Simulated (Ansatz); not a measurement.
## LaMgGa, a database entry at a rescaled volume

```
Ga Mg La
1.0
     7.61869    0.00000    0.00000
    -3.80935    6.59798    0.00000
     0.00000    0.00000    4.60609
Ga Mg La
3 3 3
Cartesian
  -0.0004 4.3989 2.3030
  3.8097 2.1991 2.3030
  0.0000 0.0000 0.0000
  1.8399 0.0000 2.3030
  2.8894 5.0046 2.3030
  -0.9200 1.5934 2.3030
  4.4058 0.0000 0.0000
  1.6064 2.7824 0.0000
  -2.2029 3.8155 0.0000
```

The numbers come from plane-wave PAW DFT (Ansatz): r2SCAN, no spin polarisation, 500 eV, 5×5×7 Γ-centred k points, fermi-dirac occupations (width 0.1 eV). Nothing was relaxed.

**At the Fermi level.** It is a metal, with about 2 states/eV a cell as the mean within 0.25 eV of the Fermi level, mostly La d (50 %) and Ga p (33 %).
**Stress.** The pressure is -0.2 GPa (compression positive), so with the atoms held at these fractions the cell is close to zero pressure.
**Charges.** Bader charges in e: La +1.24, Mg +1.24, Ga -2.87 to -2.29. In the mean Mg gives up most and Ga takes most.
**Formation energy.** -0.55 eV an atom against the elements' usual phases (free molecules for gases, crystals otherwise, with no correction for O₂ or N₂), so it is bound against them; other compounds may still compete. Relaxing would lower it.
**Forces.** Nearly at rest: the largest force is 0.037 eV/Å.
**Contacts.** Ga–Mg at 2.95 Å: least valence density 0.13 e/Å³ and ELF 0.17 there. Mg–Mg at 3.19 Å: least valence density 0.09 e/Å³ and ELF 0.38 there. Ga–La at 3.21 Å: least valence density 0.15 e/Å³ and ELF 0.16 there. Both are smooth PAW fields, read partly inside the augmentation spheres.

Origin: a database entry at a rescaled volume. Caveats: f levels without a U or exact exchange are poorly placed.
